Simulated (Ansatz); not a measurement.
Response of ScB2 to small distortions

```
Sc B
1.0
     3.15000    0.00000    0.00000
    -1.57500    2.72798    0.00000
     0.00000    0.00000    3.52000
Sc B
1 2
Direct
  0.00000 0.00000 0.00000
  0.33333 0.66667 0.50000
  0.66667 0.33333 0.50000
```

Atoms are numbered in the order listed.

The cell comes from COD entry 1510831, which wasn't checked; take it as a given geometry.

Spin polarisation is left out, and whether a magnetic state lies lower isn't shown here.

Computed with DFT, PBEsol, all-electron LAPW, scalar-relativistic (Ansatz 0.2.0).

Sampling and basis: a Γ-centred 12×12×9 k mesh, Fermi–Dirac smearing of 0.03 eV, basis error target 1 meV/atom, no spin polarisation.

The unchanged cell is at -4.86 GPa.

In a metal, stresses and small energies carry noise from the k mesh.

x, y and z are the Cartesian axes of the cell as listed; fractional coordinates follow a strain, and an engineering shear is twice the off-diagonal strain component.

Question: One change gave: energy change +2 meV/atom; stress change (xx, yy, zz, yz, xz, xy) 0.05, 0.04, 0.09, 1.86, 1.86, 2.27 GPa, compression positive; change of the force on B2 (-0.014, 0.001, -0.001) eV/Å. Which change was it?
A. equal xy, yz and zx engineering shear strains of -2 %
B. equal xy, yz and zx engineering shear strains of +2 %
C. equal xy, yz and zx engineering shear strains of +1 %
D. equal xy, yz and zx engineering shear strains of -1 %

Answer: D. For equal xy, yz and zx engineering shear strains of -2 %: energy change +8 meV/atom; stress change (xx, yy, zz, yz, xz, xy) 0.21, 0.17, 0.35, 3.73, 3.74, 4.57 GPa, compression positive; change of the force on B2 (-0.033, 0.004, -0.006) eV/Å. For equal xy, yz and zx engineering shear strains of +1 %: energy change +2 meV/atom; stress change (xx, yy, zz, yz, xz, xy) 0.05, 0.04, 0.09, -1.83, -1.83, -2.24 GPa, compression positive; change of the force on B3 (-0.011, -0.001, 0.001) eV/Å. For equal xy, yz and zx engineering shear strains of +2 %: energy change +7 meV/atom; stress change (xx, yy, zz, yz, xz, xy) 0.20, 0.18, 0.34, -3.61, -3.62, -4.44 GPa, compression positive; change of the force on B3 (-0.021, -0.004, 0.004) eV/Å.
